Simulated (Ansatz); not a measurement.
# Rh: phonons across the zone at 1.02 times its equilibrium volume

Computed with DFT PBEsol, scalar-relativistic, plane waves, PAW in Ansatz. Settings: 420 eV plane-wave cutoff, Γ-centred 20×20×20 mesh, Fermi-Dirac smearing of 0.15 eV. No spin polarisation. Phonons by linear response, acoustic sum rule imposed.

The cell, relaxed in shape and atoms at 1.02 times its equilibrium volume:
```
CELL_PARAMETERS angstrom
0.00000 1.90462 1.90462
1.90462 0.00000 1.90462
1.90462 1.90462 0.00000
ATOMIC_POSITIONS crystal
Rh 0.00000 0.00000 0.00000
```

In a metal, frequencies and elastic constants depend on the k mesh and the smearing, soft modes and shear constants most. The q mesh is coarse, so values between its points are rough.

Force constants from linear response on a 2×2×2 q mesh.

Task: Is the structure dynamically stable on the q mesh?

Result: Yes, on this mesh: no mode is imaginary.

Task: Give the frequencies (cm⁻¹) at the points of high symmetry.

Result:
```json
{"point": "X", "q": "0.500 0.000 0.500", "frequencies": "177 177 219"}
{"point": "U", "q": "0.625 0.250 0.625", "frequencies": "166 199 208"}
{"point": "K", "q": "0.375 0.375 0.750", "frequencies": "166 199 208"}
{"point": "L", "q": "0.500 0.500 0.500", "frequencies": "134 134 232"}
{"point": "W", "q": "0.500 0.250 0.750", "frequencies": "179 201 201"}
```

Cost: 1 run of about 1.4 core-minutes, on AMD EPYC 7R43 (Zen 3) (shared hosts).